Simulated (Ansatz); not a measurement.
## KMgH₃N₂: Electrostatic potentials at the N nuclei

Cell: a structure deposited in the COD whose atoms were relaxed with r2SCAN, the cell held.

Space group Pnma (No. 62); a = 9.3497, b = 3.6631, c = 9.8901 Å.

| site | Wyckoff | site symmetry | x | y | z |
| --- | --- | --- | --- | --- | --- |
| K | 4c | .m. | 0.2353 | 0.7500 | 0.1706 |
| Mg | 4c | .m. | 0.0385 | 0.2500 | 0.3971 |
| H9 | 4c | .m. | 0.2344 | 0.7500 | 0.4598 |
| H13 | 8d | 1 | 0.4538 | 0.0338 | 0.3613 |
| N21 | 4c | .m. | 0.1252 | 0.7500 | 0.4581 |
| N25 | 4c | .m. | 0.4912 | 0.2500 | 0.3072 |

One atom of each set is listed.

The numbers come from a DFT calculation in Ansatz (r2SCAN, plane waves and PAW, scalar-relativistic, 500 eV cutoff, Γ-centred 3×8×3 k-points, Fermi–Dirac smearing 0.02 eV).

The potential at a nucleus is that of all electrons and the other nuclei. A higher potential binds the core electrons more strongly, so differences between sites of one element are the initial-state part of core-level shifts.

**Question.** Rank the N sites by the potential at the nucleus, lowest first, and give each against the lowest.
A. N21: 1 H at 1.02 Å, 3 Mg at 2.09–2.10 Å; also 3 K at 3.02–3.08 Å
B. N25: 2 H at 1.02 Å, 1 Mg at 2.07 Å; also 4 K at 2.93–3.30 Å

**Answer.** A (0.00 V), B (1.14 V).
